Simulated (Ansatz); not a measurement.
A scan (energy against volume; even scaling of the relaxed cell, symmetry kept) gave these values. Calculation: PBE (plane waves to 420 eV, PAW, scalar-relativistic; Ansatz, a first-principles code).

The bulk modulus at fixed cell shape B₀ (third-order Birch-Murnaghan fit) comes out as 277 GPa, the pressure derivative B₀′ (fit) comes out as 4.5 and the equilibrium volume of the fit is 8.04 Å³/atom.

Task: Of these crystals, all scanned alike, which one is it?
A) SiO₂ (rutile)
B) GaN (wurtzite)
C) CdS (wurtzite)
D) LiTaO₃ (LiNbO3 type, space group R3c)

Result: A, SiO₂ (rutile). The others have, for the bulk modulus at fixed cell shape: LiTaO3 116 GPa, GaN 172 GPa, CdS 53.1 GPa

All were relaxed with their symmetry unable to fall. LiTaO3 is run without spin polarisation. Spin-orbit coupling is left out. The PAW data are Ansatz's earlier set. With the shape held, the modulus is that of even scaling; a crystal free to change shape is softer.

(Under strain, the slope of the energy per volume gives the stress and its curvature an elastic modulus.)
